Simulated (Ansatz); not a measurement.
## Property card for Mg5ZnS6

Level of theory: DFT PBE, scalar-relativistic, plane waves, PAW in Ansatz.

Plane waves to 420 eV, a k mesh through Γ of 6×6×4 on the computed 12-atom cell and Gaussian smearing (0.02 eV); no spin polarisation.

The structure is relaxed at this level of theory with its symmetry kept, and needn't be the ground state of this composition.

Space group P31m (No. 157), trigonal, a = 6.960 Å, c = 6.470 Å. Mg on a site of symmetry m is surrounded by 4 S at 2.45–2.47 Å; Mg on a site of symmetry 3 has 4 S at 2.47–2.48 Å; Zn is surrounded by 4 S at 2.37–2.38 Å; around S on a site of symmetry m lie 1 Zn at 2.38 Å and 3 Mg at 2.47–2.48 Å; S on a site of symmetry 3 has 4 Mg at 2.45–2.47 Å; around S on a site of symmetry 3m lie 1 Zn at 2.37 Å and 3 Mg at 2.45 Å.

```json
{
  "Volume per atom": "22.62 Å³",
  "Formation energy from the elements' standard states (uncorrected)": "-1.331 eV/atom",
  "Kohn–Sham band gap": "3.14 eV",
  "Orbital (Löwdin) character of the top 1 eV of the valence band": "S 3p 95 %",
  "Orbital (Löwdin) character of the lowest 1 eV of the conduction band": "Mg 3s 33 %, S 3s 19 %, Zn 4s 18 %, S 3p 13 %, unprojected 18 %"
}
```

The cell was found from a structure generator's guess, not taken from experiment. Kohn–Sham gaps at this level usually fall short of measured ones. Löwdin shares on free-atom orbitals overweight diffuse shells in the empty bands.
